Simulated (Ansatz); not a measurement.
Crystal: AlNi, CsCl type, 2 atoms in the cell.

All numbers below come from HSE06, plane waves, all-electron PAW datasets generated for the crystal, point nucleus in Ansatz.

Cutoff 310 eV; exchange singularity: regularized; k-mesh 4×4×4 Γ-centred; Fermi–Dirac smearing of 0.1 eV; no spin polarisation.

```tsv
V (Å³/atom)	a (Å)	E − E(min) (meV/atom)	P (GPa)
11.103	2.8108	16.93	10.04
11.465	2.8410	1.80	3.52
11.827	2.8706	0.00	-1.99
12.189	2.8996	9.91	-6.68
12.552	2.9280	29.55	-10.64
```

Fit a third-order Birch–Murnaghan equation of state to the energies.

V₀ = 11.694 Å³/atom (a₀ = 2.860 Å), B₀ = 174 GPa, B₀′ = 4.01.

The stress includes the program's correction for the finite plane-wave basis.

The k-mesh is coarse, so these values belong to this mesh and can lie far from the converged ones.
